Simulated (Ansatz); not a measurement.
## WS2 (2H-MoS2 type): the band gap by level of theory

What experiment reports for this phase, and the runs try to reproduce:
- lattice constant a: 3.1532 Å (a; X-ray diffraction (literature); literature value; quoted in “Extraordinary room-temperature photoluminescence in WS2 monolayers”, 2012, arxiv:1208.1325)
- lattice constant c: 12.323 Å (c; X-ray diffraction (literature); literature value; quoted in “Extraordinary room-temperature photoluminescence in WS2 monolayers”, 2012, arxiv:1208.1325)

The calculated numbers come from Ansatz. The values are computed, non-magnetic.

The cell is WS2 (2H-MoS2 type); cell and atoms were relaxed with r2SCAN+rVV10. The symmetry is P6_3/mmc (No. 194, hexagonal); a = 3.170 Å, c = 12.491 Å in the conventional setting, 18.12 Å³ an atom. Around W lie 6 S at 2.41 Å; around S lie 3 W at 2.41 Å.

```
W S
1.0
     3.16995    0.00000    0.00000
    -1.58497    2.74525    0.00000
     0.00000    0.00000   12.49107
W S
2 4
Direct
  0.33333 0.66667 0.25000
  0.66667 0.33333 0.75000
  0.66667 0.33333 0.37511
  0.66667 0.33333 0.12489
  0.33333 0.66667 0.87511
  0.33333 0.66667 0.62489
```

Band edges at fixed r2SCAN+rVV10 geometry:
```csv
level,k mesh,gap (eV),kind,edges,least direct gap (eV),rough cost
LDA,12×12×2,0.96,indirect,Γ → K–Γ (0.48),1.75,11 core-seconds
PBE,12×12×2,1.05,indirect,Γ → K–Γ (0.50),1.77,18 core-seconds
PBE+SOC,12×12×2,0.99,indirect,Γ → K–Γ (0.48),1.58,80 core-seconds
r2SCAN,12×12×2,1.15,indirect,Γ → K–Γ (0.48),1.90,24 core-seconds
HSE06,6×6×2,1.57,indirect,Γ → K–Γ (0.48),2.26,4 core-minutes
DDH-PBE0,6×6×2,1.46,indirect,Γ → K–Γ (0.48),2.18,7 core-minutes
PBE0,6×6×2,2.23,indirect,Γ → K–Γ (0.48),2.91,4 core-minutes
```
PBE, PBE+SOC: smearing of 0.02 eV; the others have fixed occupations.
Wave cutoffs: 420 eV, 500 eV (r2SCAN).
Points off the special ones are mesh points or PBE's searched band edges, reused at the other levels. Set aside, since their points miss a band edge that the other levels read or their mesh is too coarse: LC-ωPBE.
Costs come from shared machines and give only the order; PBE's includes the band path. The runs had 4 threads of Arm Neoverse V1, with other jobs on the host.

HSE06 gives an indirect gap of 1.57 eV, from Γ to K–Γ (0.48 of the way from K); the least direct gap is 2.26 eV at K. Spin-orbit coupling changes the PBE gap by -0.05 eV, to 0.99 eV.

r2SCAN covers 20 % of the step from PBE to HSE06, while HSE06 needs about 9 times r2SCAN's cost (on a coarser mesh). Spin-orbit coupling moves the least or the direct gap by up to 0.19 eV, so it has to be included where a tenth of an eV counts. All these functionals give a gap of the same kind, indirect.

r2SCAN (ground state on 9×9×2): ε∞: 13.26 along x and y, 5.43 along z. Born charges, averaged over directions: W -0.39, S +0.19 e. PBE (ground state on 9×9×2): The clamped-ion dielectric constant comes out as 13.72 along x and y, 5.68 along z. Born charges, averaged over directions: W -0.51, S +0.25 e.

Calculation and measurement side by side:
- Lattice constant a, measured 3.1532 Å: r2SCAN+rVV10 3.170 (+0.5 %), PBE-D4 3.156 (+0.1 %).
- Lattice constant c, measured 12.323 Å: r2SCAN+rVV10 12.491 (+1.4 %), PBE-D4 12.191 (-1.1 %).
The calculated lattice is static; the measured one holds thermal expansion and zero-point motion. Reports marked as nanostructured, strained, doped, implanted or mixed samples, and transport gaps, were set aside.

Only the levels marked +SOC include spin-orbit coupling.

The meshes of the hybrids are coarse, so their gaps aren't converged to the digits shown.
